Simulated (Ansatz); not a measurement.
CaO:
```xyz
2
Lattice="0.0000 2.6064 2.6064 2.6064 0.0000 2.6064 2.6064 2.6064 0.0000" Properties=species:S:1:pos:R:3 pbc="T T T"
Ca     0.0000     0.0000     0.0000
O      1.3032     1.3032     1.3032
```

Relaxed with r²SCAN.

Task: Give the Bader charges and basin volumes of the independent atoms, DFT-r²SCAN in the program Ansatz with PAW potentials.

Result: 

```csv
atom,Bader charge (e),Bader volume (Å³)
Ca1,+1.52,14.1
O2,-1.52,21.3
```

Space group F-43m (zinc blende). The start of the workflow was typed in or built on a structure type; neither database checked (COD, Materials Project) lists it. It is not the phase usual at ambient conditions (space group No. 225). The cell was relaxed with r²SCAN under the symmetry of its start; whether a distortion lowers the energy is not shown.

Potentials: the later of the program's two PAW sets.
